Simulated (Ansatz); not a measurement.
Ge2Sb2Te5:
Space group P3m1 (No. 156); a = b = 4.245 Å, c = 17.333 Å, α = β = 90.00°, γ = 120.00°

```
atom  site  symmetry       x       y       z
----  ----  --------  ------  ------  ------
Te      1a       3m.  0.0000  0.0000  0.9969
Sb      1b       3m.  0.3333  0.6667  0.0976
Te      1c       3m.  0.6667  0.3333  0.2086
Sb      1a       3m.  0.0000  0.0000  0.3259
Te      1b       3m.  0.3333  0.6667  0.4243
Te      1c       3m.  0.6667  0.3333  0.5748
Ge      1a       3m.  0.0000  0.0000  0.6574
Te      1b       3m.  0.3333  0.6667  0.7860
Ge      1c       3m.  0.6667  0.3333  0.8698
```

Relaxed with PBE+D3(BJ).

### Question
Which orbitals make up the states near the band edges in PBE+D3(BJ) (plane waves, PAW; program Ansatz)?

### Answer
Top 1 eV of the valence band: Te 5p 66 %, Ge 4p 10 %, Ge 4s 7 %, Sb 5p 7 %, Sb 5s 5 %. Bottom 1 eV of the conduction band: Sb 5p 40 %, Te 5p 33 %, Ge 4p 15 %. Projections are on Löwdin-orthogonalised atomic valence shells; empty p or d shells of many metals are not among them.

### Question
Tabulate the density of states.

### Answer
States/eV per cell of 9 atoms, in 0.25 eV bins, energy from the valence-band maximum.

| E (eV) | total | Te 5p | Sb 5p | Ge 4p |
|---|---|---|---|---|
| -7.89 | 4.10 | 0.76 | 0.02 | 0.08 |
| -7.64 | 2.33 | 0.42 | 0.01 | 0.04 |
| -7.39 | 1.71 | 0.30 | 0.01 | 0.03 |
| -7.14 | 1.13 | 0.19 | 0.01 | 0.02 |
| -6.89 | 0.59 | 0.10 | 0.00 | 0.01 |
| -6.64 | 0.47 | 0.08 | 0.00 | 0.01 |
| -6.39 | 0.43 | 0.06 | 0.00 | 0.01 |
| -6.14 | 0.38 | 0.05 | 0.00 | 0.01 |
| -5.89 | 0.57 | 0.24 | 0.17 | 0.02 |
| -5.64 | 1.86 | 0.99 | 0.74 | 0.07 |
| -5.39 | 2.14 | 1.15 | 0.85 | 0.09 |
| -5.14 | 1.55 | 0.85 | 0.59 | 0.07 |
| -4.89 | 4.40 | 2.47 | 1.24 | 0.52 |
| -4.64 | 3.99 | 2.30 | 1.06 | 0.48 |
| -4.39 | 5.38 | 3.12 | 1.34 | 0.70 |
| -4.14 | 6.26 | 3.65 | 1.46 | 0.85 |
| -3.89 | 6.78 | 3.95 | 1.62 | 0.89 |
| -3.64 | 6.63 | 3.94 | 1.46 | 0.93 |
| -3.39 | 6.91 | 4.16 | 1.46 | 0.94 |
| -3.14 | 7.47 | 4.53 | 1.40 | 1.11 |
| -2.89 | 7.40 | 4.50 | 1.26 | 1.21 |
| -2.64 | 7.32 | 4.46 | 1.13 | 1.25 |
| -2.39 | 6.06 | 3.80 | 0.86 | 1.02 |
| -2.14 | 6.75 | 4.47 | 0.79 | 1.04 |
| -1.89 | 7.26 | 4.98 | 0.62 | 1.10 |
| -1.64 | 6.36 | 4.52 | 0.47 | 0.80 |
| -1.39 | 5.42 | 4.00 | 0.29 | 0.59 |
| -1.14 | 5.52 | 4.06 | 0.23 | 0.50 |
| -0.89 | 6.97 | 4.83 | 0.33 | 0.68 |
| -0.64 | 4.65 | 3.05 | 0.34 | 0.49 |
| -0.39 | 1.70 | 1.02 | 0.17 | 0.20 |
| -0.14 | 0.80 | 0.41 | 0.17 | 0.06 |
| 0.11 | 0.00 | 0.00 | 0.00 | 0.00 |
| 0.36 | 1.06 | 0.32 | 0.46 | 0.16 |
| 0.61 | 5.38 | 1.67 | 2.13 | 0.89 |
| 0.86 | 9.61 | 3.23 | 3.96 | 1.36 |
| 1.11 | 6.91 | 2.50 | 2.57 | 1.08 |
| 1.36 | 3.01 | 1.04 | 0.96 | 0.69 |
| 1.61 | 4.04 | 1.20 | 0.81 | 1.42 |
| 1.86 | 5.45 | 1.76 | 1.13 | 1.94 |
| 2.11 | 7.99 | 2.60 | 1.63 | 2.64 |
| 2.36 | 7.02 | 2.32 | 1.42 | 2.14 |
| 2.61 | 6.96 | 2.26 | 1.46 | 1.88 |
| 2.86 | 6.93 | 2.30 | 1.37 | 1.89 |
| 3.11 | 7.01 | 2.26 | 1.31 | 1.74 |
| 3.36 | 6.54 | 1.99 | 1.11 | 1.49 |
| 3.61 | 5.01 | 1.58 | 0.78 | 1.24 |
| 3.86 | 5.90 | 1.75 | 0.81 | 1.40 |
| 4.11 | 5.36 | 1.53 | 0.62 | 1.29 |
| 4.36 | 4.52 | 1.04 | 0.43 | 0.81 |
| 4.61 | 6.59 | 1.09 | 0.36 | 0.96 |
| 4.86 | 4.46 | 0.75 | 0.17 | 0.76 |

The start of the workflow was typed in or built on a structure type; neither database checked (COD, Materials Project) lists it. It is not the phase usual at ambient conditions (space group No. 164). The PBE+D3(BJ) relaxation kept the symmetry of its start; its stability against distortions is not shown here. Spin–orbit coupling is left out wherever it is not named.

Potentials: the earlier of the program's two PAW sets.
